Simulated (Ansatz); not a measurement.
ReW:
```
CELL_PARAMETERS angstrom
      2.80322     0.00000     0.00000
      0.00000     2.80322     0.00000
      0.00000     0.00000     3.87914
ATOMIC_POSITIONS crystal
  W  0.50000 0.50000 0.50000
  Re 0.00000 0.00000 0.00000
```

Relaxed with PBEsol. Special points in fractions of this cell's reciprocal vectors: Γ (0.000, 0.000, 0.000); X (0.000, 0.500, 0.000); M (0.500, 0.500, 0.000); Z (0.000, 0.000, 0.500); R (0.000, 0.500, 0.500); A (0.500, 0.500, 0.500).

Q: List the band energies nearest the Fermi level at these points for DFT-PBEsol in the program Ansatz with PAW potentials.

A: In eV from the Fermi level; about four levels below and three above (degenerate sets whole), none deeper than 8.9 eV; points with the same levels are listed once.

```json
[
 {"k": "Γ", "below": "-5.34 -1.33 -1.33 -0.95", "above": "1.69 2.27 3.44"},
 {"k": "X", "below": "-2.72 -2.33 -2.19 -0.20", "above": "0.72 1.10 2.28"},
 {"k": "M", "below": "-6.26 -6.24 -5.28 -5.28", "above": "2.98 2.98 4.23"},
 {"k": "Z", "below": "-3.86 -3.27 -0.83 -0.05", "above": "0.50 0.50 1.48 1.48"},
 {"k": "R", "below": "-1.69 -1.56 -1.56 -0.93", "above": "0.50 0.67 4.09"},
 {"k": "A", "below": "-2.77 -2.77 -2.39 -2.39", "above": "0.40 1.45 4.48"}
]
```

Space group P4/mmm (L1₀ or tetragonal B2). The cell is a constructed one: a structure type filled with these elements; neither database checked (COD, Materials Project) lists it. Whether it is the stable phase at ambient conditions was not checked. The PBEsol relaxation kept the symmetry of its start; whether a distortion lowers the energy is not shown. The run is not spin-polarised. Spin–orbit coupling is left out wherever it is not named.

Potentials: the earlier of the program's two PAW sets. The files were generated under PBE; for other functionals the program regenerates the frozen cores, and for LDA and PBEsol the local potential too.
